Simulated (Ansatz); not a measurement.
Li (9R (Sm type), R-3m) at seven volumes, DFT-r²SCAN in the program Ansatz with PAW potentials, shape and atoms relaxed at each. One row is withheld.

```tsv
V (Å³/atom)	P (GPa)
19.086	1.43
19.716	0.89
20.345	0.42
20.974	0.00
21.603	?
22.232	-0.69
22.862	-0.97
```

Question: Fit the shown pressures and predict the withheld one.

Answer: Third-order Birch–Murnaghan: P = (3/2)B₀(x^(7/2) − x^(5/2))[1 + (3/4)(B′ − 4)(x − 1)] with x = (V₀/V)^(2/3). Least squares on the six rows gives V₀ = 20.976 Å³/atom, B₀ = 13.01 GPa, B′ = 3.27. At V = 21.603, x = 0.9806 and P = -0.37 GPa. The run itself gave -0.36 GPa.

The first step of the workflow began from a Materials Project structure, measured or hypothetical; the Crystallography Open Database files this formula in space group No. 166, but the cells were not matched. It is not the phase usual at ambient conditions (space group No. 229). The cell was relaxed with r²SCAN under the symmetry of its start; its stability against distortions is not shown here.

Potentials: the earlier of the program's two PAW sets.
